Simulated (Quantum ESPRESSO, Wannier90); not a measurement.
**HfNCl (R-3m), plane waves to Wannier functions**

Structure: Materials Project mp-541911, symmetrised, not relaxed again. Not found in the COD (Crystallography Open Database) copy used; not checked further. Level: PBEsol, spinors with spin-orbit coupling; pw.x of Quantum ESPRESSO at 68 Ry with PseudoDojo potentials, 4×4×4 k-points, Wannier90. Density: 10×10×10 mesh, cold smearing 0.01 Ry. The cell is built of weakly bound layers, chains or molecules. Database cells relaxed without dispersion often hold them too far apart, which can enlarge gaps and weakens couplings between them; spacing and stacking were not compared with the measured crystal.

On the energy scale of pw.x, whose zero is arbitrary, the valence-band maximum lies at 7.94 eV.

Input w.win:

```
num_bands = 32
num_wann = 32
exclude_bands = 1-16,49-100
spinors = true
num_iter = 1000
conv_tol = 1.0e-6
conv_window = 4
write_hr = true
write_u_matrices = true
auto_projections = true
begin unit_cell_cart
ang
   -1.7822948930    3.0870253088    0.0000000000
   -3.5645897861    0.0000000000    0.0000000000
   -1.7822948930    1.0290084363    9.5231570000
end unit_cell_cart
begin atoms_frac
Hf   0.1212300000  0.1212300000 -0.3636900000
Hf  -0.1212300000 -0.1212300000  0.3636900000
N    0.1965600000  0.1965600000  0.4103200000
N   -0.1965600000 -0.1965600000 -0.4103200000
Cl   0.3913930000  0.3913930000 -0.1741790000
Cl  -0.3913930000 -0.3913930000  0.1741790000
end atoms_frac
mp_grid = 4 4 4
begin kpoints
0.0000000000 0.0000000000 0.0000000000
0.0000000000 0.0000000000 0.2500000000
0.0000000000 0.0000000000 0.5000000000
... (61 more lines: the 4x4x4 mesh through Gamma)
end kpoints
```

Input of pw2wannier90.x that gives the overlap and projection files (equivalent; here they were cut from one run over all bands):

```
&inputpp
  outdir = './out'
  prefix = 'pwscf'
  seedname = 'w'
  write_amn = .true.
  write_mmn = .true.
  scdm_proj = .true.
  scdm_entanglement = 'isolated'
/
```

Output w.wout (banner and timings cut):

```
                                    ------
                                    SYSTEM
                                    ------

                              Lattice Vectors (Ang)
                    a_1    -1.782295   3.087025   0.000000
                    a_2    -3.564590   0.000000   0.000000
                    a_3    -1.782295   1.029008   9.523157

                   Unit Cell Volume:     104.79262  (Ang^3)

                        Reciprocal-Space Vectors (Ang^-1)
                    b_1     0.000000   2.035353  -0.219927
                    b_2    -1.762667  -1.017676  -0.219927
                    b_3     0.000000   0.000000   0.659780

 *----------------------------------------------------------------------------*
 |   Site       Fractional Coordinate          Cartesian Coordinate (Ang)     |
 +----------------------------------------------------------------------------+
 | hf   1   0.12123   0.12123  -0.36369   |   -0.00000  -0.00000  -3.46348    |
 | hf   2  -0.12123  -0.12123   0.36369   |    0.00000   0.00000   3.46348    |
 | n    1   0.19656   0.19656   0.41032   |   -1.78229   1.02901   3.90754    |
 | n    2  -0.19656  -0.19656  -0.41032   |    1.78229  -1.02901  -3.90754    |
 | cl   1   0.39139   0.39139  -0.17418   |   -1.78229   1.02901  -1.65873    |
 | cl   2  -0.39139  -0.39139   0.17418   |    1.78229  -1.02901   1.65873    |
 *----------------------------------------------------------------------------*
                                ------------
                                K-POINT GRID
                                ------------

             Grid size =  4 x  4 x  4      Total points =   64

 *---------------------------------- MAIN ------------------------------------*
 |  Number of Wannier Functions               :                32             |
 |  Number of Objective Wannier Functions     :                32             |
 |  Number of input Bloch states              :                32             |
 |  Output verbosity (1=low, 5=high)          :                 1             |
 |  Timing Level (1=low, 5=high)              :                 1             |
 |  Optimisation (0=memory, 3=speed)          :                 3             |
 |  Length Unit                               :               Ang             |
 |  Post-processing setup (write *.nnkp)      :                 F             |
 |  Using Gamma-only branch of algorithms     :                 F             |
 *----------------------------------------------------------------------------*
 *------------------------------- WANNIERISE ---------------------------------*
 |  Total number of iterations                :              1000             |
 |  Number of CG steps before reset           :                 5             |
 |  Trial step length for line search         :             2.000             |
 |  Convergence tolerence                     :         0.100E-05             |
 |  Convergence window                        :                 4             |
 |  Iterations between writing output         :                 1             |
 |  Iterations between backing up to disk     :               100             |
 |  Write r^2_nm to file                      :                 F             |
 |  Write xyz WF centres to file              :                 F             |
 |  Write on-site energies <0n|H|0n> to file  :                 F             |
 |  Use guiding centre to control phases      :                 F             |
 |  Use phases for initial projections        :                 F             |
 *----------------------------------------------------------------------------*
 *-------------------------------- PLOTTING ----------------------------------*
 |  Plotting Hamiltonian in WF basis          :                 T             |
 *----------------------------------------------------------------------------*

       ... (k-mesh section left out)

 Starting a new Wannier90 calculation ...

 Reading overlaps from w.mmn

 Reading projections from w.amn

 *------------------------------- WANNIERISE ---------------------------------*
 +--------------------------------------------------------------------+<-- CONV
 | Iter  Delta Spread     RMS Gradient      Spread (Ang^2)            |<-- CONV
 +--------------------------------------------------------------------+<-- CONV

 ------------------------------------------------------------------------------
 Initial State
  WF centre and spread    1  (  1.874360, -1.079209, -4.629322 )     2.96214202
  WF centre and spread    2  ( -1.837833,  1.077692,  4.632095 )     3.03779125
  WF centre and spread    3  (  1.931900, -1.442347, -3.723459 )     2.68044478
  WF centre and spread    4  ( -1.944538,  1.444562,  3.664381 )     2.26257043
  WF centre and spread    5  (  1.959629, -0.597720, -3.786946 )     2.66391543
  WF centre and spread    6  ( -1.946174,  0.633875,  3.780065 )     2.57447240
  WF centre and spread    7  ( -1.306562,  0.931867,  3.853390 )     2.91875238
  WF centre and spread    8  (  1.380058, -0.961551, -3.867656 )     2.93329268
  WF centre and spread    9  (  1.288044, -0.749732,  1.930980 )     1.89906630
  WF centre and spread   10  ( -1.315227,  0.752298, -1.894078 )     1.66914872
  WF centre and spread   11  (  0.033572, -1.474198, -2.032504 )     1.86222471
  WF centre and spread   12  ( -0.027803,  1.516958,  1.998102 )     1.63496529
  WF centre and spread   13  (  1.293115,  0.697726, -2.050746 )     2.13434656
  WF centre and spread   14  ( -1.294207, -0.730456,  2.013045 )     1.70659465
  WF centre and spread   15  (  1.800631, -1.040688,  1.489071 )     1.95222027
  WF centre and spread   16  ( -1.823728,  1.050211, -1.488807 )     2.01656927
  WF centre and spread   17  (  0.322995, -0.151278,  4.152783 )     8.22723027
  WF centre and spread   18  (  0.319742,  0.095488, -4.054874 )     6.63158261
  WF centre and spread   19  ( -0.368154, -0.274469, -3.471533 )     7.37637722
  WF centre and spread   20  ( -0.325224,  0.265881,  3.547905 )     7.68205716
  WF centre and spread   21  (  0.029690,  0.013947,  3.154314 )     7.78368141
  WF centre and spread   22  ( -0.064830, -0.160954, -2.937238 )     5.86977368
  WF centre and spread   23  (  0.227120, -0.005064, -3.973267 )     8.04019439
  WF centre and spread   24  ( -0.031056, -0.304102,  3.971532 )     8.34732279
  WF centre and spread   25  ( -0.028850,  0.066724, -3.888295 )     6.82348153
  WF centre and spread   26  ( -0.095418,  0.145239,  3.655309 )     7.01503243
  WF centre and spread   27  ( -0.032555, -0.274672,  3.415616 )     9.77921900
  WF centre and spread   28  (  0.066564,  0.226374, -3.528774 )     9.12546893
  WF centre and spread   29  ( -0.054256,  0.012248,  3.479377 )     8.12349585
  WF centre and spread   30  ( -0.066022, -0.248000, -3.586189 )     9.83467400
  WF centre and spread   31  (  0.027960,  0.116570, -3.597119 )    11.38603265
  WF centre and spread   32  (  0.575434, -0.372580,  3.778632 )    10.69822379
  Sum of centres and spreads (  0.568376, -0.819360,  0.005791 )   169.65236486

      0     0.170E+03     0.0000000000      169.6523648600  <-- CONV
        O_D=      6.9970964 O_OD=    129.5752920 O_TOT=    169.6523649 <-- SPRD
 ------------------------------------------------------------------------------
      1    -0.145E+02     4.7309047588      155.1386427522  <-- CONV
        O_D=      5.6519288 O_OD=    116.4067374 O_TOT=    155.1386428 <-- SPRD
      2    -0.136E+02     5.7196202521      141.5598984782  <-- CONV
        O_D=      6.6088431 O_OD=    101.8710789 O_TOT=    141.5598985 <-- SPRD
      3    -0.458E+00     9.6314742418      141.1021740679  <-- CONV
        O_D=      6.2617892 O_OD=    101.7604084 O_TOT=    141.1021741 <-- SPRD
      4    -0.270E+01     6.8572703056      138.4037642039  <-- CONV
        O_D=      5.6064351 O_OD=     99.7173526 O_TOT=    138.4037642 <-- SPRD
      5    -0.655E+01     5.6301951442      131.8498194797  <-- CONV
        O_D=      5.0452946 O_OD=     93.7245485 O_TOT=    131.8498195 <-- SPRD
       ... (lines left out)
    100    -0.331E-02     0.0924543155       38.8037641961  <-- CONV
        O_D=      0.0596237 O_OD=      5.6641641 O_TOT=     38.8037642 <-- SPRD
       ... (lines left out)
    200    -0.558E-03     0.0386761888       38.6791573697  <-- CONV
        O_D=      0.0578391 O_OD=      5.5413418 O_TOT=     38.6791574 <-- SPRD
       ... (lines left out)
    300    -0.106E-03     0.0176458054       38.6517614403  <-- CONV
        O_D=      0.0574352 O_OD=      5.5143498 O_TOT=     38.6517614 <-- SPRD
       ... (lines left out)
    400    -0.306E-04     0.0089481951       38.6452324203  <-- CONV
        O_D=      0.0573120 O_OD=      5.5079439 O_TOT=     38.6452324 <-- SPRD
       ... (lines left out)
    500    -0.718E-05     0.0043505882       38.6437416682  <-- CONV
        O_D=      0.0572900 O_OD=      5.5064752 O_TOT=     38.6437417 <-- SPRD
       ... (lines left out)
    600    -0.120E-05     0.0018906676       38.6434118896  <-- CONV
        O_D=      0.0572876 O_OD=      5.5061478 O_TOT=     38.6434119 <-- SPRD
       ... (lines left out)
    623    -0.887E-06     0.0015893974       38.6433838797  <-- CONV
        O_D=      0.0572867 O_OD=      5.5061207 O_TOT=     38.6433839 <-- SPRD
    624    -0.837E-06     0.0015780606       38.6433830431  <-- CONV
        O_D=      0.0572870 O_OD=      5.5061196 O_TOT=     38.6433830 <-- SPRD
    625    -0.822E-06     0.0020589369       38.6433822215  <-- CONV
        O_D=      0.0572867 O_OD=      5.5061190 O_TOT=     38.6433822 <-- SPRD
             <<<     Delta < 1.000E-06  over  4 iterations     >>>
             <<< Wannierisation convergence criteria satisfied >>>
 Final State
  WF centre and spread    1  (  1.782301, -1.029020, -4.428892 )     1.42186562
  WF centre and spread    2  ( -1.782308,  1.029013,  4.428893 )     1.42186531
  WF centre and spread    3  (  1.786336, -1.484268, -3.774918 )     1.31340697
  WF centre and spread    4  ( -1.786404,  1.484269,  3.774921 )     1.31340691
  WF centre and spread    5  (  2.174537, -0.797868, -3.774921 )     1.31340553
  WF centre and spread    6  ( -2.174500,  0.797807,  3.774919 )     1.31340542
  WF centre and spread    7  ( -1.385965,  0.804943,  3.774942 )     1.31341217
  WF centre and spread    8  (  1.386001, -0.804880, -3.774940 )     1.31341010
  WF centre and spread    9  (  1.368989, -0.790372,  1.935795 )     1.09012886
  WF centre and spread   10  ( -1.368975,  0.790367, -1.935754 )     1.09011940
  WF centre and spread   11  (  0.000090, -1.580895, -1.936138 )     1.09020004
  WF centre and spread   12  ( -0.000072,  1.580893,  1.936133 )     1.09019951
  WF centre and spread   13  (  1.369131,  0.790393, -1.936149 )     1.09020219
  WF centre and spread   14  ( -1.369115, -0.790392,  1.936114 )     1.09019323
  WF centre and spread   15  (  1.782487, -1.029134,  1.276894 )     1.02824239
  WF centre and spread   16  ( -1.782533,  1.029139, -1.276894 )     1.02824220
  WF centre and spread   17  ( -0.000006,  0.000004,  5.094265 )     1.42186478
  WF centre and spread   18  ( -0.000002,  0.000011, -5.094266 )     1.42187238
  WF centre and spread   19  (  0.000085, -1.580871, -1.936075 )     1.09018048
  WF centre and spread   20  ( -1.387805,  0.801690,  3.774933 )     1.31339362
  WF centre and spread   21  (  0.000063,  1.580854,  1.936034 )     1.09018166
  WF centre and spread   22  ( -1.368940,  0.790412, -1.935732 )     1.09011611
  WF centre and spread   23  (  1.389675, -0.798500, -3.774919 )     1.31340130
  WF centre and spread   24  (  1.369115, -0.790424,  1.936149 )     1.09021340
  WF centre and spread   25  ( -0.003309,  1.602747, -3.774929 )     1.31340572
  WF centre and spread   26  (  1.388195,  0.801026,  3.774932 )     1.31339781
  WF centre and spread   27  (  1.782120, -1.029029,  1.276893 )     1.02824034
  WF centre and spread   28  (  1.369168,  0.790393, -1.936234 )     1.09022200
  WF centre and spread   29  ( -1.368996, -0.790410,  1.935858 )     1.09013978
  WF centre and spread   30  ( -1.386356, -0.804244, -3.774936 )     1.31340923
  WF centre and spread   31  ( -0.000302, -2.057953, -1.276895 )     1.02824247
  WF centre and spread   32  (  1.781906,  1.484298,  3.774918 )     1.31339527
  Sum of centres and spreads (  3.564610, -0.000002, -0.000001 )    38.64338222

         Spreads (Ang^2)       Omega I      =    33.079976472
        ================       Omega D      =     0.057286727
                               Omega OD     =     5.506119022
    Final Spread (Ang^2)       Omega Total  =    38.643382222
```
